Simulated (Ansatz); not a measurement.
Ga:
Space group Cmcm (No. 63); a = 7.6226 Å, b = 4.6162 Å, c = 4.5567 Å, α = β = γ = 90.00°

| atom | site | symmetry | x | y | z |
|---|---|---|---|---|---|
| Ga | 8g | ..m | 0.1629 | 0.1681 | 0.2500 |
(The calculation used a cell of 4 atoms; values per cell refer to that cell.)

Relaxed at zero pressure with the program Ansatz at the r²SCAN level (PAW).

Q: The volume is raised by 6 % and shape and atoms relax at that volume. What pressure results, and how do the axes share the change?

A: -2.8 GPa; a 1.1 %, b 2.0 %, c 2.8 %; the energy rises by 11 meV/atom.

Q: Give the new structure.

A: 
Space group Cmcm (No. 63); a = 7.7095 Å, b = 4.7075 Å, c = 4.6831 Å, α = β = γ = 90.00°

```csv
atom,site,symmetry,x,y,z
Ga,8g,..m,0.1643,0.1619,0.2500
```

The phase is kept; no other phase was compared at this pressure.

The workflow started from a Materials Project entry (that database holds measured and hypothetical structures alike); the Crystallography Open Database files this formula in space group No. 63, but the cells were not matched. It is not the phase usual at ambient conditions (space group No. 64). The r²SCAN relaxation kept the symmetry of its start; of distortions, only those at the zone centre were tested. Axis ratios of metals converge slowly with the k-mesh, so a and c are less sure than the volume.

Potentials: the earlier of the program's two PAW sets.
